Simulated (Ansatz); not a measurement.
## Relaxing magnesium (beta-Sn type)

These are results of DFT, r2SCAN, plane waves (500 eV) with PAW, scalar-relativistic in Ansatz 0.2.0, not measurements. The PAW files were generated under PBE, with cores re-solved for the functional.

k-point mesh 12×12×8, Fermi-Dirac smearing 0.1 eV, no spin polarisation. Cell and atoms relax.

Starting structure:

```yaml
crystal:
  lattice:
    - [-2.8165349947, 2.8165349947, 1.5378281071]
    - [2.8165349947, -2.8165349947, 1.5378281071]
    - [2.8165349947, 2.8165349947, -1.5378281071]
  atoms:
    - { symbol: Mg, position: [0.0, 0.0, 0.0] }
    - { symbol: Mg, position: [0.75, 0.25, 0.5] }
hamiltonian:
  xc: r2scan
  pseudopotentials:
    kind: paw
    azcp:
      Mg: "pseudopotentials/Mg.paw.azcp"
basis:
  ecutwfc: 500
  fft_grid_basis: typed
kpoints:
  mp_grid: { grid: [12, 12, 8], shift: [0, 0, 0] }
magnetization:
  spin_polarized: false
scf:
  occupations: { method: fermi_dirac, width: 0.1 }
relax:
  max_steps: 60
  f_tol: 0.01
  cell: {}
```

Problem. The pressure at the start is 0.7 GPa. By how much does the volume change?

Solution. From 24.40 to 22.58 Å³ per atom, -7.4 %. The final cell has a = 3.192 Å, c = 5.118 Å (c/a = 1.603).

The cell has left the beta-Sn structure type; it ends in C2/c.

Problem. How much energy does the relaxation gain?

Solution. 325.5 meV per atom.

Path of the relaxation (the plane waves are chosen anew near the end, which can shift the energy a little):

```
step  E − E(final) (meV/atom)  V (Å³/atom)  P (GPa)  max force (eV/Å)
   0                   325.46       24.399     0.69             0.000
   1                   318.69       24.798     0.20             0.001
   2                   313.88       25.063    -0.10             0.000
   3                   298.92       25.201    -0.39             0.006
   4                   267.63       25.107    -0.67             0.007
   5                   212.09       24.664    -0.81             0.009
   6                   157.71       24.042    -0.72             0.011
   7                   109.67       23.216    -0.07             0.012
   8                    71.71       22.519     0.66             0.019
   9                    55.83       22.573     0.41             0.017
  10                    47.27       22.797    -0.14             0.067
  11                    22.73       22.724    -0.37             0.009
  12                     9.95       22.320     0.14             0.010
  13                     8.90       22.392    -0.06             0.001
  14                     8.84       22.367    -0.01             0.000
  15                     1.45       22.367     0.41             0.001
  16                     0.08       22.561     0.04             0.001
  17                     0.04       22.583     0.00             0.000
  18                     0.00       22.583     0.00             0.000
```

The k-point mesh keeps fewer symmetry operations than the starting structure has, so the cell can leave it.
